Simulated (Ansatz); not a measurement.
Tl2W: relaxation (Ansatz)

Launch command:

```bash
ansatz run input.yaml --threads 2 --pin off --max-ram 2560MiB --backend cpu --events-out ev --progress --plain --runs-dir out
```

input.yaml:

```yaml
crystal:
  lattice:
    - [6.13798737, 0.0, 0.0]
    - [0.0, 3.41585576, 0.0]
    - [0.0, 0.0, 13.74744948]
  atoms:
    - { symbol: W, position: [0.5414, 0.0, 0.9851] }
    - { symbol: W, position: [0.4586, 0.5, 0.4851] }
    - { symbol: W, position: [0.9005, 0.5, 0.0] }
    - { symbol: W, position: [0.0995, 0.0, 0.5] }
    - { symbol: Tl, position: [0.2941, 0.5, 0.0965] }
    - { symbol: Tl, position: [0.7059, 0.0, 0.5965] }
    - { symbol: Tl, position: [0.3559, 0.0, 0.3449] }
    - { symbol: Tl, position: [0.6441, 0.5, 0.8449] }
    - { symbol: Tl, position: [0.8517, 0.5, 0.3893] }
    - { symbol: Tl, position: [0.1483, 0.0, 0.8893] }
    - { symbol: Tl, position: [0.8002, 0.0, 0.14] }
    - { symbol: Tl, position: [0.1998, 0.5, 0.64] }
  symmetry: { tolerance: 0.0003 }
kpoints:
  mp_grid: { grid: [5, 8, 2], shift: [0, 0, 0] }
magnetization:
  spin_polarized: false
scf:
  occupations: { method: fermi_dirac }
  lower_state_search: "off"
hamiltonian:
  pseudopotentials: { kind: paw }
  xc: lda
basis:
  ecutwfc: 420
  fft_grid_basis: typed
relax:
  max_steps: 60
output:
  forces: true
  stress: true
  eigenvalues: true
  populations: true
  elf: true
  write_potential: true
  volumetric_format: npy
  dos:
    e_range: [-12, 8]
    de: 0.05
    projected: { site_lists: { Tl: [Tl], W: [W] } }
  write_density: true
  bader: false
checkpoint:
  read: saved_state
```

Origin of the cell: a known structure type with other elements, at an estimated volume, so it need not be a known compound.

The smearing width isn't typed, so it takes its default of 0.1 eV.

The saved state is a converged single point of the same cell.

Steps:

```json
{"step": "1", "ΔF (meV/atom)": "0.0", "max force component (eV/Å)": "4.021", "SCF iterations": "7", "step was": "accepted"}
{"step": "2", "ΔF (meV/atom)": "-321.0", "max force component (eV/Å)": "2.453", "SCF iterations": "6", "step was": "accepted"}
{"step": "3", "ΔF (meV/atom)": "-487.8", "max force component (eV/Å)": "2.040", "SCF iterations": "6", "step was": "accepted"}
{"step": "4", "ΔF (meV/atom)": "-543.4", "max force component (eV/Å)": "0.184", "SCF iterations": "6", "step was": "accepted"}
{"step": "5", "ΔF (meV/atom)": "-545.7", "max force component (eV/Å)": "0.043", "SCF iterations": "6", "step was": "accepted"}
{"step": "6", "ΔF (meV/atom)": "-546.4", "max force component (eV/Å)": "0.025", "SCF iterations": "7", "step was": "accepted"}
{"step": "7", "ΔF (meV/atom)": "-546.0", "max force component (eV/Å)": "0.124", "SCF iterations": "6", "step was": "rejected"}
{"step": "8", "ΔF (meV/atom)": "-546.5", "max force component (eV/Å)": "0.003", "SCF iterations": "6", "step was": "accepted"}
```

Before:

Space group Pmn2_1 (No. 31); the run's cell has a = 6.138 Å, b = 3.416 Å, c = 13.747 Å, α = 90.00°, β = 90.00°, γ = 90.00°. Shortest distances: Tl–W 2.65 Å, W–W 2.80 Å, Tl–Tl 3.42 Å.

After:

Space group Pmn2_1 (No. 31); the run's cell has a = 6.138 Å, b = 3.416 Å, c = 13.747 Å, α = 90.00°, β = 90.00°, γ = 90.00°. Shortest distances: W–W 2.43 Å, Tl–W 2.91 Å, Tl–Tl 3.21 Å.

```
CELL_PARAMETERS angstrom
6.13799 0.00000 0.00000
0.00000 3.41586 0.00000
0.00000 0.00000 13.74745
ATOMIC_POSITIONS crystal
W 0.60804 0.00000 0.98839
W 0.39196 0.50000 0.48839
W 0.88935 0.50000 0.99688
W 0.11065 0.00000 0.49688
Tl 0.30057 0.50000 0.10972
Tl 0.69943 0.00000 0.60972
Tl 0.32022 0.00000 0.30717
Tl 0.67978 0.50000 0.80717
Tl 0.80302 0.50000 0.37559
Tl 0.19698 0.00000 0.87559
Tl 0.81815 0.00000 0.17806
Tl 0.18185 0.50000 0.67806
```

- Free energy lowered by: 546.5 meV/atom
- Final pressure: -3.29 GPa
- Relaxation steps listed: 8

Caveats: no moments, though an odd count or open d shells may carry them; no spin-orbit coupling, though heavy elements are present; the SCF threshold is looser than advised for a stress; the relaxation held the start's symmetry, so the end may be a saddle point.

It ran for 13 min on 2 threads of Arm Neoverse N1, with other jobs on the host, peak memory 0.92 GiB, from a saved density.
